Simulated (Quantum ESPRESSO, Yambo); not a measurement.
## G0W0 results for YSF

```cif
data_F2S2Y2
_chemical_formula_sum 'F2 S2 Y2'
_space_group_name_H-M_alt 'P4/nmm :1'
_space_group_IT_number 129
_space_group_name_Hall 'P 4ab 2ab -1ab'
_cell_length_a 3.77299
_cell_length_b 3.77299
_cell_length_c 6.82667
_cell_angle_alpha 90.000
_cell_angle_beta 90.000
_cell_angle_gamma 90.000
loop_
_space_group_symop_operation_xyz
  'x, y, z'
  '-y+1/2, x+1/2, z'
  '-x, -y, z'
  'y+1/2, -x+1/2, z'
  'x+1/2, -y+1/2, -z'
  '-y, -x, -z'
  '-x+1/2, y+1/2, -z'
  'y, x, -z'
  '-x+1/2, -y+1/2, -z'
  'y, -x, -z'
  'x+1/2, y+1/2, -z'
  '-y, x, -z'
  '-x, y, z'
  'y+1/2, x+1/2, z'
  'x, -y, z'
  '-y+1/2, -x+1/2, z'
loop_
_atom_site_label
_atom_site_type_symbol
_atom_site_symmetry_multiplicity
_atom_site_Wyckoff_symbol
_atom_site_fract_x
_atom_site_fract_y
_atom_site_fract_z
_atom_site_occupancy
F1 F 2 a 0.00000 0.00000 0.00000 1
S1 S 2 c 0.50000 0.00000 0.35443 1
Y1 Y 2 c 0.00000 0.50000 0.22723 1
```

The geometry is that of Materials Project entry mp-10086, symmetrised and not relaxed again.

Starting point: PBEsol (pw.x of Quantum ESPRESSO, ONCV potentials, no spin-orbit coupling). G0W0 in Yambo: 4×4×2 Γ-centred k mesh, bands 3 to 184 and a 8 Ry block in the screening, 184 bands in G with the Bruneval-Gonze terminator, plasmon pole fitted at 27.2 eV.

```
Item                                                Result
-------------------------------------------------  -------
PBEsol gap along the band path                     1.22 eV
PBEsol gap between the mesh's edge points (Γ → Γ)  1.22 eV
G0W0 gap between the same points                   2.87 eV
```

```json
[
 {"k point": "Γ", "band": "VB", "E PBEsol (eV)": "0.00", "E QP (eV)": "-0.95", "shift (eV)": "-0.95", "Z": "0.80"},
 {"k point": "Γ", "band": "CB", "E PBEsol (eV)": "1.22", "E QP (eV)": "1.92", "shift (eV)": "0.70", "Z": "0.83"},
 {"k point": "R", "band": "VB", "E PBEsol (eV)": "-0.84", "E QP (eV)": "-1.77", "shift (eV)": "-0.93", "Z": "0.80"},
 {"k point": "R", "band": "CB", "E PBEsol (eV)": "3.97", "E QP (eV)": "4.90", "shift (eV)": "0.93", "Z": "0.82"},
 {"k point": "M", "band": "VB", "E PBEsol (eV)": "-1.26", "E QP (eV)": "-2.23", "shift (eV)": "-0.97", "Z": "0.80"},
 {"k point": "M", "band": "CB", "E PBEsol (eV)": "4.72", "E QP (eV)": "5.66", "shift (eV)": "0.95", "Z": "0.82"},
 {"k point": "A", "band": "VB", "E PBEsol (eV)": "-1.30", "E QP (eV)": "-2.30", "shift (eV)": "-0.99", "Z": "0.80"},
 {"k point": "A", "band": "CB", "E PBEsol (eV)": "4.77", "E QP (eV)": "5.88", "shift (eV)": "1.11", "Z": "0.82"}
]
```

Energies count from the PBEsol valence-band maximum.

Nearest settings tried, and what they do to the gap: 72 bands in G: +2 meV; 3 Ry block (59 vectors against 271): -360 meV. Not varied: bands in W, mesh. So the settings aren't converged at that level.

The structure is a Materials Project entry; no match was found in the copy of COD used, and its stability was not checked.
